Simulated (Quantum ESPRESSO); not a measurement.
```
AlScN2
1.0
    3.33323     0.00000     0.00000
   -1.66661     2.88666     0.00000
    0.00000     0.00000     5.20229
Sc Al N
1 1 2
Direct
  0.66667   0.33333   0.48911
  0.33333   0.66667   0.00118
  0.66667   0.33333   0.90476
  0.33333   0.66667   0.36495
```
The cell was made here from a computed Materials Project entry: one of 2 Al replaced by Sc, cell and atoms relaxed (PBE without dispersion, pw.x of a modified build of Quantum ESPRESSO, symmetry kept). The parent is AlN in P6₃mc. The swapped cell is a model, not a known phase. Stability against distortions was not tested. The run has no spin polarisation.

A lattice sum over point charges, one formal value an element (Al +3, N -3, Sc +3), with no Sternheimer factor, costs far less than a self-consistent run. Taken along the main axis of each site's self-consistent tensor, it gives:

```json
[
 {"site": "Sc (atom 1)", "V along that axis, point charges (a.u.)": "0.010"},
 {"site": "Al (atom 2)", "V along that axis, point charges (a.u.)": "0.008"},
 {"site": "N1 (atom 3)", "V along that axis, point charges (a.u.)": "-0.037"},
 {"site": "N2 (atom 4)", "V along that axis, point charges (a.u.)": "0.021"}
]
```

### Question
How do the values of PBE PAW (JTH datasets; density from pw.x of Quantum ESPRESSO, gradients reconstructed from it by a script) compare?

### Answer
| site | Vzz, PAW (a.u.) | PAW over point charges |
|---|---|---|
| Sc | 0.246 | 25 |
| Al | -0.031 | -4.0 |
| N1 | -0.270 | 7.3 |
| N2 | 0.143 | 6.7 |
Along that axis the sign differs on Al.  Cores are frozen. Against all-electron runs on small test molecules, this scheme's |Vzz| missed by −11 % on Sc, −7 % on Al, under 1 % on N.
